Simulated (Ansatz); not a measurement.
## Is this IrRh5 structure stable?

It was reached by relaxing an invented guess, and it needn't be the stable form of this composition.

Theory: Ansatz 0.2.0, DFT PBE, scalar-relativistic, plane waves, PAW. The final run on the 6-atom cell used 420 eV, a Γ-centred 14×14×4 mesh, 0.10 eV smearing and no spin polarisation.

Space group P4/mmm (No. 123). a = 2.714 Å, b = 2.714 Å, c = 11.506 Å, α = 90.00°, β = 90.00°, γ = 90.00°
| atom | site | symmetry | x | y | z |
| --- | --- | --- | --- | --- | --- |
| Ir | 1a | 4/mmm | 0.0000 | 0.0000 | 0.0000 |
| Rh | 2g | 4mm | 0.0000 | 0.0000 | 0.6655 |
| Rh | 2h | 4mm | 0.5000 | 0.5000 | 0.8340 |
| Rh | 1d | 4/mmm | 0.5000 | 0.5000 | 0.5000 |

The zero of energy is the elements' standard structures at the same level; no fitted shifts are applied.

Problem. These tests were run: energy against the elements; random kick, then relaxation without symmetry; phonons at Γ. What do they show?

Solution.

```csv
test,result
energy against the elements,−0.01 eV/atom
"random kick, then relaxation without symmetry",returns
phonons at Γ,lowest optical mode 87 cm⁻¹
```

It fails none of these tests outright. Whether a mixture of other phases lies lower isn't tested here. Phonons away from Γ weren't computed. Undecided within the accuracy: energy against the elements.

For metals, differences of a few meV/atom aren't resolved. These runs have no spin–orbit coupling, which can matter for Ir. The kick test ran on a coarse mesh. The run for the phonons used a 14×14×4 k mesh and Fermi–Dirac smearing of 0.15 eV.
